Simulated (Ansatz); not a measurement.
Cell and atoms are relaxed with the symmetry kept. Start:

```cif
data_structure
_symmetry_space_group_name_H-M 'Pm-3m'
_symmetry_Int_Tables_number 221
_cell_length_a 3.8847
_cell_length_b 3.8847
_cell_length_c 3.8847
_cell_angle_alpha 90.000
_cell_angle_beta 90.000
_cell_angle_gamma 90.000
_cell_volume 58.62
loop_
_atom_site_label
_atom_site_type_symbol
_atom_site_symmetry_multiplicity
_atom_site_Wyckoff_symbol
_atom_site_fract_x
_atom_site_fract_y
_atom_site_fract_z
_atom_site_occupancy
Ba1 Ba 1 a 0.00000 0.00000 0.00000 1
Fe1 Fe 1 b 0.50000 0.50000 0.50000 1
O1 O 3 c 0.50000 0.50000 0.00000 1
```

The calculation used Ansatz 0.2.0, DFT PBEsol, scalar-relativistic, plane waves, PAW.

Settings: cutoff 420 eV, Γ-centred mesh 10×10×10 on the computed 5-atom cell, Gaussian smearing of 0.10 eV; collinear spin from starting moments 0 2.92 0.19 0.19 0.19 μB.

Problem. What does it relax to?

Solution. The volume is unchanged to within 0.01 Å³/atom to 11.72 Å³/atom, and the energy changes by under 0.1 meV/atom. The cell ends with a moment of 3.48 μB (only this magnetic start was tried). Final structure:
```yaml
crystal:
  lattice:
    - [3.88466, 0.00000, 0.00000]
    - [0.00000, 3.88466, 0.00000]
    - [0.00000, 0.00000, 3.88466]
  atoms:
    - { symbol: Ba, position: [0.00000, 0.00000, 0.00000] }
    - { symbol: Fe, position: [0.50000, 0.50000, 0.50000] }
    - { symbol: O, position: [0.50000, 0.50000, 0.00000] }
    - { symbol: O, position: [0.00000, 0.50000, 0.50000] }
    - { symbol: O, position: [0.50000, 0.00000, 0.50000] }
```

Spin-orbit coupling is left out, which matters for the bands of heavy elements. The cell holds one magnetic atom, so it can only be ferromagnetic; an antiferromagnetic order may lie lower.

Symmetry holds off the tilts and polar distortions that many cubic perovskites undergo.